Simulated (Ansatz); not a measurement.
HfN (rock salt)

```
CELL_PARAMETERS angstrom
      0.00000     2.27401     2.27401
      2.27401     0.00000     2.27401
      2.27401     2.27401     0.00000
ATOMIC_POSITIONS crystal
  N  0.00000 0.00000 0.00000
  Hf 0.50000 0.50000 0.50000
```

In each cell atom 1 (N, nearest neighbour Hf at 2.274 Å; its periodic images, 3.2 Å or more away, move with it) moves by s·(1.000, 0.000, 0.000) (along Cartesian x), the rest being held.

These are PBE (plane waves to 420 eV, PAW, scalar-relativistic; Ansatz, an electronic-structure program) values and carry that method's errors. k mesh 14×14×14 (Γ-centred), Fermi-Dirac smearing 0.05 eV. Left out: 2 of 11 points, with atoms too close for the PAW data. With partly filled bands, energies and forces of such displacements shift with the k mesh and the smearing. F∥ is the force on the atom along that direction. HfN is run without spin polarisation. HfN was relaxed with its symmetry unable to fall. Spin-orbit coupling is left out, though Hf is heavy. The PAW data are Ansatz's earlier set. 

```json
[
 {"s (Å)": "-0.360", "F∥ (eV/Å)": "4.904"},
 {"s (Å)": "-0.270", "F∥ (eV/Å)": "3.347"},
 {"s (Å)": "-0.180", "F∥ (eV/Å)": "2.043"},
 {"s (Å)": "-0.090", "F∥ (eV/Å)": "0.990"},
 {"s (Å)": "0.000", "F∥ (eV/Å)": "0.000"},
 {"s (Å)": "0.090", "F∥ (eV/Å)": "-0.990"},
 {"s (Å)": "0.180", "F∥ (eV/Å)": "-2.043"},
 {"s (Å)": "0.270", "F∥ (eV/Å)": "-3.347"},
 {"s (Å)": "0.360", "F∥ (eV/Å)": "-4.904"}
]
```

What is the force constant k = d²E/ds² of this move at s = 0?

10.9 eV/Å². The forces along the line at the two nearest points give (0.990 − (-0.990)) / (2·0.090) = 11.00 eV/Å²; the next pair corrects for the finite step.

With two atoms in the cell this is the zone-centre optical mode. What wavenumber follows?

477 cm⁻¹. Reduced mass μ = 12.99 u; ν̃ = 521.5·√(k/μ) with k = 10.88 eV/Å².

(For displaced atoms, the force is minus the slope of the energy, and its curvature is a force constant, which sets phonon frequencies.)
